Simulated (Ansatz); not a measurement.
# Relaxing a structure of ScOF

The relaxed structure here is a generated cell of ScOF: the first start was made by placing the elements on the sites of a structure type, and the end was not matched to a known phase here, so it may be hypothetical.

The start is a generated trial cell of ScOF in the AFLOW prototype ABC_hP6_194_c_d_a (as in LiBC). A full variable-cell relaxation at zero pressure is run with PBEsol (plane waves to 420 eV, PAW, scalar-relativistic; Ansatz, a quantum-chemistry and plane-wave program). First-step values are on the input's coarse k-mesh.

Ansatz input (later rounds restart from its end on a renewed k-mesh):
Ansatz 0.2 input:
```yaml
crystal:
  lattice:
    - [3.1454873, 0, 0]
    - [-1.5727437, 2.7240719, 0]
    - [0, 0, 8.0671692]
  atoms:
    - { symbol: Sc, position: [0, 0, 0] }
    - { symbol: Sc, position: [0, 0, 0.5] }
    - { symbol: O, position: [0.33333333, 0.66666667, 0.25] }
    - { symbol: O, position: [0.66666667, 0.33333333, 0.75] }
    - { symbol: F, position: [0.33333333, 0.66666667, 0.75] }
    - { symbol: F, position: [0.66666667, 0.33333333, 0.25] }
basis: { ecutwfc: 420, ecutrho_ratio: 4, xc_grid: 2, fft_grid_basis: typed }
kpoints: { mp_grid: { grid: [8, 8, 3] } }
hamiltonian:
  xc: pbesol
  dispersion: none
  pseudopotentials: { kind: paw }
scf: { occupations: { method: fermi_dirac, width: 0.05 } }
relax: { f_tol: 0.01, max_steps: 100, cell: { stress_tol: 0.02 } }
output: { forces: true, stress: true }
```

Problem. How much energy is released per atom?

Solution. 1.96 eV/atom.

Problem. How does the volume change?

Solution. -13.1 %, from 11.52 to 10.01 Å³/atom.

Problem. What does it relax into? Give the structure.

Solution. 
```cif
data_F2O2Sc2
_chemical_formula_sum 'Sc2 O2 F2'
_space_group_name_H-M_alt 'P63/mmc'
_space_group_IT_number 194
_space_group_name_Hall '-P 6c 2c'
_cell_length_a 3.59423
_cell_length_b 3.59423
_cell_length_c 5.36778
_cell_angle_alpha 90.000
_cell_angle_beta 90.000
_cell_angle_gamma 120.000
loop_
_atom_site_label
_atom_site_type_symbol
_atom_site_symmetry_multiplicity
_atom_site_Wyckoff_symbol
_atom_site_fract_x
_atom_site_fract_y
_atom_site_fract_z
_atom_site_occupancy
Sc1 Sc 2 a 0.00000 0.00000 0.00000 1
O1 O 2 d 0.66667 0.33333 0.25000 1
F1 F 2 c 0.33333 0.66667 0.25000 1
```

The space group stays P6₃/mmc (No. 194) (the run could not lower it), with 6 atoms in the primitive cell. Final values are on a 15×15×9 k-mesh of the relaxed cell. No spin polarisation in the result. No Hubbard U is applied.

The run could not lower the symmetry of its start; a shaken copy of this end point relaxes with PBEsol to P2₁/m (No. 11), 1.57 eV/atom lower.
